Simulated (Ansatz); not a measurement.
## SiO₂: a ladder of calculations

Cell of run 1: a structure deposited in the COD (the cell was measured well above room temperature), taken as it stands.

```
Si O
1.0
     4.98900    0.00000    0.00000
     0.00000    4.98900    0.00000
     0.00000    0.00000    6.99100
Si O
4 8
Direct
  0.29767 0.29767 0.00000
  0.20233 0.79767 0.25000
  0.70233 0.70233 0.50000
  0.79767 0.20233 0.75000
  0.24102 0.09994 0.17602
  0.40006 0.74102 0.42602
  0.75898 0.90006 0.67602
  0.59994 0.25898 0.92602
  0.74102 0.40006 0.57398
  0.90006 0.75898 0.32398
  0.25898 0.59994 0.07398
  0.09994 0.24102 0.82398
```

Atoms are numbered from 1 in the order listed; like atoms form one site, named after its first atom.

Relaxed positions (PBE, cell held):

```
CELL_PARAMETERS angstrom
4.98900 0.00000 0.00000
0.00000 4.98900 0.00000
0.00000 0.00000 6.99100
ATOMIC_POSITIONS crystal
Si 0.30283 0.30283 0.00000
Si 0.19717 0.80283 0.25000
Si 0.69717 0.69717 0.50000
Si 0.80283 0.19717 0.75000
O 0.23773 0.11194 0.18260
O 0.38806 0.73773 0.43260
O 0.76227 0.88806 0.68260
O 0.61194 0.26227 0.93260
O 0.73773 0.38806 0.56740
O 0.88806 0.76227 0.31740
O 0.26227 0.61194 0.06740
O 0.11194 0.23773 0.81740
```

All runs are DFT with Ansatz 0.2.0 (plane waves and PAW, scalar-relativistic unless spin–orbit coupling is named, Γ-centred meshes, Fermi–Dirac smearing where given) in this cell.

Run 1: PBE, atoms as given; 420 eV, 4×4×3 k-points, smearing 0.02 eV.
Run 2: PBE, atoms relaxed; 420 eV, 4×4×3 k-points, smearing 0.02 eV.
Run 3: r2SCAN, at the relaxed atoms; 500 eV, 4×4×3 k-points, smearing 0.02 eV.

```json
{"run": "1", "Si V_zz (η)": "-0.32 (0.45)", "O V_zz (η)": "9.21 (0.12)"}
{"run": "2", "Si V_zz (η)": "-0.39 (0.70)", "O V_zz (η)": "9.54 (0.18)"}
{"run": "3", "Si V_zz (η)": "?", "O V_zz (η)": "?"}
```

V_zz in 10²¹ V/m².

(1) Estimate the row of run 3.

Answers

(1) Si: -0.39 (0.65); O: 9.42 (0.17). It lies nearest to run 2, from whose tensors on these sites it differs by 0.13 at most (largest principal value of the difference, on O). Taken one at a time, the positions of the atoms (as given or relaxed) move the tensors on these sites by up to 0.49 (largest principal value of the change, on O), the functional (r2SCAN with its higher cutoff) by 0.13 (O).

In runs 1, 3 the atoms aren't at the calculated equilibrium (largest force 0.45, 0.28 eV/Å). The cell isn't the equilibrium one in run 1 (calculated pressure 7 GPa), and the entry's cell may itself be off.
